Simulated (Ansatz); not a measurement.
The start is a generated cell, K placed in the omega structure type. The structure is fully relaxed (lattice and positions, P = 0) with r2SCAN (plane waves to 500 eV, PAW, scalar-relativistic; Ansatz, an electronic-structure program). First-step values are on the input's coarse k-mesh.

Ansatz input (later rounds restart from its end on a renewed k-mesh):
Ansatz 0.2 input:
```yaml
crystal:
  lattice:
    - [7.3883527, 0, 0]
    - [-3.6941764, 6.3985011, 0]
    - [0, 0, 4.493716]
  atoms:
    - { symbol: K, position: [0, 0, 0] }
    - { symbol: K, position: [0.33333333, 0.66666667, 0.5] }
    - { symbol: K, position: [0.66666667, 0.33333333, 0.5] }
basis: { ecutwfc: 500, ecutrho_ratio: 4, xc_grid: 4, fft_grid_basis: typed }
kpoints: { mp_grid: { grid: [5, 5, 7] } }
hamiltonian:
  xc: r2scan
  dispersion: none
  pseudopotentials: { kind: paw }
scf: { occupations: { method: fermi_dirac, width: 0.05 } }
relax: { f_tol: 0.01, max_steps: 100, cell: { stress_tol: 0.02 } }
output: { forces: true, stress: true }
```

Task: By how much does the energy per atom fall from start to end?

Result: 0.01 eV/atom.

Task: How does the volume per atom move from start to end?

Result: +8.6 %, from 70.81 to 76.92 Å³/atom.

Task: Is the relaxed structure metallic? Give its gap.

Result: Zero (metallic).

The space group stays P6/mmm (No. 191) (the run could not lower it), with 3 atoms in the primitive cell. Final values are on a 7×7×10 k-mesh of the relaxed cell. No spin polarisation in the result.

The run could not lower the symmetry of its start; a shaken copy of this end point relaxes with r2SCAN to C2/m (No. 12) at a tolerance of 0.01 Å, Immm (No. 71) at 0.1 Å, 0.01 eV/atom lower.

The relaxed structure here is a generated cell of K: the first start was made by placing the elements on the sites of a structure type, and the end was not matched to a known phase here, so it may be hypothetical. Known forms of K include space group No. 229.
